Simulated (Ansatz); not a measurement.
According to the program Ansatz at the r²SCAN level (PAW), I in the molecular I2 type structure (Cmce) relaxes to a = 7.742 Å, b = 4.636 Å, c = 9.854 Å.

It is gapped at this level: 1.23 eV (indirect).

An equation-of-state fit gives a bulk modulus of 7.4 GPa. The elastic constants imply a Debye temperature near 106 K.

The cell was relaxed with r²SCAN under the symmetry of its start. A crystal of weakly bound molecules computed without a dispersion correction: the cell and the soft elastic constants depend strongly on that. Spin–orbit coupling is left out wherever it is not named.

Potentials: the later of the program's two PAW sets.
